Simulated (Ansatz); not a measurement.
# Squeezing Fe (diamond type)

```yaml
crystal:
  lattice:
    - [0.00000, 2.40286, 2.40286]
    - [2.40286, 0.00000, 2.40286]
    - [2.40286, 2.40286, 0.00000]
  atoms:
    - { symbol: Fe, position: [0.87500, 0.87500, 0.87500] }
    - { symbol: Fe, position: [0.12500, 0.12500, 0.12500] }
```

The cell comes from a relaxation on PAW files under the same functional, begun from a prototype that needn't be the stable phase.

Its volume is scaled at fixed shape and fractional positions.

Level of theory: DFT with PBEsol, scalar-relativistic, in Ansatz 0.2.0; a Γ-centred 15×15×15 k mesh, Fermi–Dirac smearing of 0.08 eV, spin-polarised from start moments Fe1 2.5, Fe2 2.5 μB. LAPW: all electrons, basis error target 1 meV/atom; PAW: frozen-core files, cutoff 420 eV; crystal datasets: all electrons, by PAW datasets that the program makes for each cell; norm-conserving: pseudopotentials, cutoff 1225 eV; PAW (cutoff 600 eV): frozen-core files, cutoff 600 eV.

Energies are extrapolated to zero smearing and count from the unscaled cell; pressure is positive in compression; gaps take the mesh and a band path. No temperature or zero-point motion is included.

The start moments died away, and the runs ended non-magnetic. The PAW files were made under PBE. The structure type is held throughout; the real material can change phase at far lower pressure.

```
V/V0  V (Å³/atom)  P LAPW (GPa)  ΔE LAPW (eV/atom)  P PAW − LAPW (GPa)  ΔE PAW − LAPW (meV/atom)
1.00        13.87         -0.08              0.000                0.08                       0.0
0.92        12.76         17.37              0.054                0.12                       0.7
0.84        11.65          44.5              0.260                0.27                       2.0
0.76        10.54          87.2              0.703                0.68                       5.0
0.68         9.43         156.0              1.525                1.39                      12.1
0.60         8.32         270.7              2.967                0.72                      21.7
0.52         7.21             ?                  ?                   ?                         ?
0.45         6.24         787.0              9.194              -50.54                    -161.7
```

Task: Fit the Vinet equation to the LAPW pressures shown (residuals weighted by 1/(|P| + 0.03·Pmax)), and predict the pressure of the withheld row.

Result: The fit gives V0 = 13.88 Å³/atom, B0 = 165 GPa and B0′ = 4.91. At 7.21 Å³/atom, x = (V/V0)^(1/3) = 0.8040, and P = 3·B0·(1 − x)/x²·exp[1.5·(B0′ − 1)·(1 − x)] = 475.0 GPa. The run itself gave 471.9 GPa (+0.7 % off) and ΔE = 5.470 eV/atom.

Task: At the smallest volume, how far do crystal datasets and norm-conserving and PAW (cutoff 600 eV) lie from LAPW in pressure?

Result: crystal datasets: 0.00 GPa; norm-conserving: -17.12 GPa; PAW (cutoff 600 eV): -58.51 GPa, on a LAPW pressure of 787.0 GPa.

Task: How do the Löwdin populations by LAPW change from the unscaled cell to the last row?

Result: Fe 3s 1.97 → 1.92, Fe 4s 0.94 → 0.79, Fe 3d 6.95 → 7.24 electrons an atom. These are projections on the shells that the free atoms fill; 0.29 e a cell lies outside them at the start and 0.17 e at the end.
